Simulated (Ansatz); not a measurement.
MoPd (CsCl type, space group No. 221), DFT-r²SCAN in the program Ansatz with PAW potentials, all energies at zero smearing, with the estimated change up to a 700 eV cutoff added, with one set of potentials and settings (totals compare only within such a set). Cell of 2 atoms (1 Pd, 1 Mo): -11952.265 eV.

```json
[
 {"element": "Pd", "reference phase": "Fm-3m, 1 atoms in the cell", "E (eV/atom)": "-6985.7456"},
 {"element": "Mo", "reference phase": "Im-3m, 1 atoms in the cell", "E (eV/atom)": "-4967.5975"}
]
```

Formation energy per atom, worked out: (-11952.265 − 1×(-6985.7456) − 1×(-4967.5975))/2 = 0.539 eV/atom (52 kJ per mol of atoms), at 0 K, without zero-point energy or fitted corrections.

Space group Pm-3m (CsCl type). The start of the workflow was typed in or built on a structure type; neither database checked (COD, Materials Project) lists it. Its standing as an ambient phase is unchecked. The r²SCAN relaxation kept the symmetry of its start. At this level the phase is mechanically unstable. No spin polarisation was allowed. Its formation energy is positive at this level, so the cell may be metastable or incomplete. The references are the lowest solids computed at this level, not always the standard phases.

Potentials: the later of the program's two PAW sets.
